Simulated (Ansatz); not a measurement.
Starting cell, Si (diamond):

```yaml
crystal:
  lattice:
    - [0.00000, 2.73515, 2.73515]
    - [2.73515, 0.00000, 2.73515]
    - [2.73515, 2.73515, 0.00000]
  atoms:
    - { symbol: Si, position: [0.50000, 0.50000, 0.50000] }
    - { symbol: Si, position: [0.75000, 0.75000, 0.75000] }
```

Scan: atom 2 (Si, nearest neighbour Si at 2.369 Å; its periodic images, 3.9 Å or more away, move with it) is displaced along Cartesian x, direction (1.000, 0.000, 0.000) in Cartesian axes, by s. The other atoms stay.

Calculation: PBE (plane waves to 420 eV, PAW, scalar-relativistic; Ansatz, a quantum-chemistry and plane-wave program). k mesh 8×8×8 (Γ-centred), Fermi-Dirac smearing 0.05 eV. Energies are smeared free energies. Stress and pressure are positive under compression. As the smearing reaches across the gap at some points, energies and forces of such displacements shift with the k mesh and the smearing. F∥ is the force on the atom along that direction. Si was relaxed with its symmetry unable to fall. The zero of ΔE is the undisplaced structure.

```
s (Å)   ΔE (meV/cell)  F∥ (eV/Å)  P (GPa)
------  -------------  ---------  -------
-0.710           2446      5.104     13.5
-0.568           1723      4.988      9.2
-0.426           1047      4.456      5.5
-0.284            491      3.283      2.5
-0.142            129      1.789      0.6
0.000               0      0.000      0.0
0.142             129     -1.789      0.6
0.284             491     -3.283      2.5
0.426            1047     -4.456      5.5
0.568            1723     -4.988      9.2
0.710            2446     -5.104     13.5
```

Key numbers:

```
Quantity                                                                                                                                               Value
--------------------------------------------------------  --------------------------------------------------------------------------------------------------
Energy at s = 0.710 Å                                                                                                                          2446 meV/cell
Force along the line at s = -0.710 Å                                                                                                               5.10 eV/Å
Symmetry of the curve                                                                                                          even: the same for both signs
Shape of the curve                                                                            a single well with its minimum at or next to zero displacement
Force constant k = d²E/ds² at s = 0 (finite differences)                                                                                          12.9 eV/Å²
Harmonic estimate at the end of the scan                  ½ks² = 3263 meV/cell against the computed 2446 meV/cell, so the well is softer than harmonic there
Zone-centre optical wavenumber from k                                                                                                               501 cm⁻¹
```

(A displaced cell: forces are minus the slopes of the energy, force constants its curvatures, and phonons follow from these.)
